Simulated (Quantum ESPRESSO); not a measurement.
Band energies of Mg2RuH6

```
Mg2RuH6
1.0
    0.00000     3.29756     3.29756
    3.29756     0.00000     3.29756
    3.29756     3.29756     0.00000
H Mg Ru
6 2 1
Direct
  0.74696   0.74696   0.25304
  0.25304   0.25304   0.74696
  0.25304   0.74696   0.74696
  0.74696   0.25304   0.25304
  0.74696   0.25304   0.74696
  0.25304   0.74696   0.25304
  0.75000   0.75000   0.75000
  0.25000   0.25000   0.25000
  0.00000   0.00000   0.00000
```

PBEsol (Quantum ESPRESSO, PseudoDojo norm-conserving, 84 Ry, scalar-relativistic); path ΓXWKΓLUWLK,UX; energies in eV from the valence-band maximum.

| k (1/Å) | point | band 17 | band 18 | band 19 | band 20 | band 21 | band 22 | band 23 | band 24 |
|---|---|---|---|---|---|---|---|---|---|
| 0.00 | Γ | -1.03 | -1.03 | -0.94 | -0.94 | -0.94 | 6.84 | 6.84 | 6.84 |
| 0.19 |  | -1.45 | -1.05 | -1.02 | -0.54 | -0.54 | 5.66 | 6.16 | 6.76 |
| 0.57 |  | -2.14 | -1.92 | -1.41 | -0.05 | -0.05 | 3.25 | 5.49 | 7.64 |
| 0.95 | X | -2.38 | -2.38 | -1.62 | 0.00 | 0.00 | 3.00 | 5.33 | 7.52 |
| 1.43 | W | -3.48 | -1.58 | -0.41 | -0.41 | 0.00 | 4.41 | 5.68 | 6.03 |
| 1.43 | K | -2.73 | -1.47 | -0.88 | -0.13 | -0.03 | 3.66 | 5.71 | 6.71 |
| 1.60 |  | -2.70 | -0.86 | -0.61 | -0.28 | -0.06 | 3.96 | 5.68 | 6.30 |
| 1.93 |  | -2.46 | -0.64 | -0.39 | -0.29 | -0.22 | 4.59 | 4.89 | 5.74 |
| 2.27 |  | -1.44 | -0.91 | -0.87 | -0.65 | -0.63 | 6.20 | 6.32 | 6.33 |
| 2.44 | Γ | -1.03 | -1.03 | -0.94 | -0.94 | -0.94 | 6.84 | 6.84 | 6.84 |
| 2.60 |  | -1.14 | -1.14 | -0.71 | -0.71 | -0.67 | 6.12 | 6.52 | 6.52 |
| 2.93 |  | -0.96 | -0.96 | -0.54 | -0.23 | -0.23 | 4.64 | 5.33 | 5.33 |
| 3.10 |  | -0.71 | -0.71 | -0.54 | -0.24 | -0.24 | 4.17 | 5.11 | 5.11 |
| 3.26 | L | -0.54 | -0.50 | -0.50 | -0.38 | -0.38 | 4.01 | 5.06 | 5.06 |
| 3.46 |  | -1.27 | -0.69 | -0.47 | -0.29 | -0.16 | 3.89 | 5.30 | 5.57 |
| 3.85 | U | -2.73 | -1.47 | -0.88 | -0.13 | -0.03 | 3.66 | 5.71 | 6.71 |
| 4.18 | W | -3.48 | -1.58 | -0.41 | -0.41 | 0.00 | 4.41 | 5.68 | 6.03 |
| 4.52 |  | -2.00 | -1.04 | -0.40 | -0.37 | -0.06 | 3.96 | 5.45 | 6.14 |
| 4.86 | L | -0.54 | -0.50 | -0.50 | -0.38 | -0.38 | 4.01 | 5.06 | 5.06 |
| 5.09 |  | -1.46 | -0.75 | -0.50 | -0.28 | -0.13 | 3.87 | 5.40 | 5.71 |
| 5.33 |  | -2.55 | -1.22 | -0.75 | -0.18 | -0.04 | 3.79 | 5.94 | 6.24 |
| 5.44 | K | -2.73 | -1.47 | -0.88 | -0.13 | -0.03 | 3.66 | 5.71 | 6.71 |
| 5.44 | U | -2.73 | -1.47 | -0.88 | -0.13 | -0.03 | 3.66 | 5.71 | 6.71 |
| 5.78 | X | -2.38 | -2.38 | -1.62 | 0.00 | 0.00 | 3.00 | 5.33 | 7.52 |

The PBEsol gap is direct, 3.00 eV at X.

Spin-orbit splittings are left out.

Geometry of the Materials Project entry, not relaxed at this level.

The structure is a Materials Project entry; no match was found in the copy of COD used, and its stability was not checked.
